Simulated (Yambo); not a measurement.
Bethe-Salpeter results for Rb₂NaAlF₆

```xyz
10
Lattice="0.0000 4.2246 4.2246 4.2246 0.0000 4.2246 4.2246 4.2246 0.0000" Properties=species:S:1:pos:R:3 pbc="T T T"
F      1.8495     4.2246     4.2246
F      6.5997     4.2246     4.2246
F      4.2246     1.8495     4.2246
F      4.2246     6.5997     4.2246
F      4.2246     4.2246     1.8495
F      4.2246     4.2246     6.5997
Na     4.2246     4.2246     4.2246
Al     0.0000     0.0000     0.0000
Rb     6.3370     6.3370     6.3370
Rb     2.1123     2.1123     2.1123
```

The geometry is that of Materials Project entry mp-1079583, symmetrised and not relaxed again.

BSE in Yambo on PBEsol (Quantum ESPRESSO, PseudoDojo norm-conserving, 88 Ry, without SOC) bands: 4×4×4 mesh, 18 valence and 6 conduction bands, static screening with 92 bands and a 3 Ry block, scissor 4.02 eV, Tamm-Dancoff; field along x.

| state | energy (eV) | states within 2 meV | relative strength | class | main transitions |
|---|---|---|---|---|---|
| 1 | 9.24 | 3 | < 0.01 | dark | several band pairs |
| 2 | 9.63 | 3 | 1.00 | strong | several band pairs |
| 3 | 9.73 | 3 | < 0.01 | dark | several band pairs |
| 4 | 10.06 | 3 | < 0.01 | dark | several band pairs |
| 5 | 10.38 | 4 | 0.08 | strong | several band pairs |
| 6 | 10.38 | 3 | 0.01 | weak | several band pairs |
| 7 | 10.39 | 2 | < 0.01 | dark | several band pairs |
| 8 | 10.41 | 2 | < 0.01 | dark | several band pairs |

These are vertical excitations (zero momentum). The direct quasiparticle gap on this mesh is 10.67 eV; counted from there, state 1 is bound by 1.43 eV. Convergence with the mesh was not shown.

Spin singlets only. Strengths are relative to the strongest of the lowest states of this run; strong means a line over 3 % of the spectrum's maximum, dark under 0.03 %. Absolute energies carry the error of the G0W0 scissor, whose convergence isn't established.

The structure is a Materials Project entry; no match was found in the copy of COD used, and its stability was not checked.
